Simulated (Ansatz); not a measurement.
Here is the system:

SiC:
```
CELL_PARAMETERS angstrom
      3.06567     0.00000     0.00000
     -1.53284     2.65495     0.00000
      0.00000     0.00000     7.03113
ATOMIC_POSITIONS crystal
  Si 0.00000 0.50000 0.33333
  Si 0.50000 0.50000 0.66667
  Si 0.50000 0.00000 0.00000
  C  0.00000 0.50000 0.83333
  C  0.50000 0.50000 0.16667
  C  0.50000 0.00000 0.50000
```

This is the PBEsol-relaxed structure. Tensor components refer to the Cartesian frame of this cell.

### Question
All from plane-wave PAW PBEsol (Ansatz code), unless another level is named. Estimate the zero-point energy.

### Answer
98.9 meV/atom.

### Question
What about the piezoelectric stress constants (proper, relaxed ions, C/m²)?

### Answer
e14 = -0.61, e25 = 0.61.

### Question
Next, the highest zone-centre frequency (without LO–TO term)?

### Answer
837 cm^-1.

### Question
Predict the Poisson's ratio.

### Answer
0.17.

Space group P6_422. The start of the workflow was typed in or built on a structure type; neither database checked (COD, Materials Project) lists it. It is not the phase usual at ambient conditions (space group No. 186, 216). The PBEsol relaxation kept the symmetry of its start; phonons on a q-mesh show no instability. Its formation energy is positive at this level, so the cell may be metastable or incomplete.

Potentials: the later of the program's two PAW sets.
